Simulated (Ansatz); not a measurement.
Relaxed-ion elastic tensor of ZnCu2SiTe4 in space group I-42m (No. 121; Zn on 2a, Si on 2b, Cu on 4d, Te on 8i) in GPa (Voigt order), LDA (plane waves, PAW; program Ansatz); density 6.02 g/cm³, 25.19 Å³ per atom.

```
89.0  51.2  52.8   0.0   0.0   0.0
51.2  89.0  52.8   0.0   0.0   0.0
52.8  52.8  88.7   0.0   0.0   0.0
 0.0   0.0   0.0  39.5   0.0   0.0
 0.0   0.0   0.0   0.0  39.5   0.0
 0.0   0.0   0.0   0.0   0.0  38.2
```

Task: Is the crystal mechanically stable?

Result: Yes: the smallest eigenvalue of C is 35.5 GPa.

Task: Work out the Voigt, Reuss and Hill averages.

Result: K_V = 64.4, K_R = 64.4, K_H = 64.4; G_V = 30.8, G_R = 26.9, G_H = 28.8 GPa.

Task: Give Young's modulus, Poisson's ratio, Pugh's ratio and the universal anisotropy index.

Result: E = 9KG/(3K + G) = 75.3 GPa; ν = 0.31; K/G = 2.24 (ductile by the Pugh limit of 1.75); A_U = 5G_V/G_R + K_V/K_R − 6 = 0.72.

Task: Estimate the sound speeds and the Debye temperature.

Result: v_l = √((K + 4G/3)/ρ) = 4130 m/s, v_t = √(G/ρ) = 2190 m/s, mean 2450 m/s; Θ = (h/k)(3n/4πV)^(1/3) v_m = 248 K.

Task: Solve the Christoffel equation for the three sound speeds along x, y, z.

Result: Eigenvalues of C_ijkl n_j n_l equal ρv². In km/s, slowest first: x 2.52, 2.56, 3.84; y 2.52, 2.56, 3.84; z 2.56, 2.56, 3.84.

Task: How much does each axis shrink under pressure?

Result: Linear compressibilities β_i = Σ_j S_ij (j = 1 to 3): x 5.2, y 5.2, z 5.0 per TPa.

The workflow started from a Materials Project entry (that database holds measured and hypothetical structures alike); the Crystallography Open Database copy checked does not list it. Its standing as an ambient phase is unchecked. Symmetry was held in the LDA relaxation; whether a distortion lowers the energy is not shown. No spin polarisation was allowed. Scalar-relativistic: spin–orbit coupling is off unless named, which matters more the heavier the elements.

Potentials: the later of the program's two PAW sets.
